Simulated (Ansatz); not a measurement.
InMo$_{3}$N:
```
CELL_PARAMETERS angstrom
      4.17972     0.00000     0.00000
      0.00000     4.17972     0.00000
      0.00000     0.00000     4.17972
ATOMIC_POSITIONS crystal
  In 0.00000 0.00000 0.00000
  Mo 0.00000 0.50000 0.50000
  Mo 0.50000 0.00000 0.50000
  Mo 0.50000 0.50000 0.00000
  N  0.50000 0.50000 0.50000
```

Relaxed with PBE. Special points in fractions of this cell's reciprocal vectors: Γ (0.000, 0.000, 0.000); X (0.000, 0.500, 0.000); M (0.500, 0.500, 0.000); R (0.500, 0.500, 0.500).

Q: List the band energies nearest the Fermi level at these points for DFT-PBE in the program Ansatz with PAW potentials.

A: In eV from the Fermi level; about four levels below and three above (degenerate sets whole), none deeper than 8.9 eV; points with the same levels are listed once.

```json
[
 {"k": "Γ", "below": "-3.64 -3.64 -3.64 -3.15 -3.15", "above": "0.28 0.28 0.28"},
 {"k": "X", "below": "-3.11 -3.11 -1.64 -0.86 -0.41", "above": "0.11 0.11 0.47"},
 {"k": "M", "below": "-1.45 -1.45 -1.36 -1.36 -0.06", "above": "0.33 0.71 0.93"},
 {"k": "R", "below": "-1.47 -1.47 -1.47 -1.40 -1.40 -1.40", "above": "0.95 0.95 2.70 2.70 2.70"}
]
```

Space group Pm-3m (anti-perovskite). The start of the workflow was typed in or built on a structure type; neither database checked (COD, Materials Project) lists it. Whether it is the stable phase at ambient conditions was not checked. Symmetry was held in the PBE relaxation; its stability against distortions is not shown here. The workflow began spin-polarised and lost its moments. Scalar-relativistic: spin–orbit coupling is off unless named, which matters more the heavier the elements.

Potentials: the earlier of the program's two PAW sets.
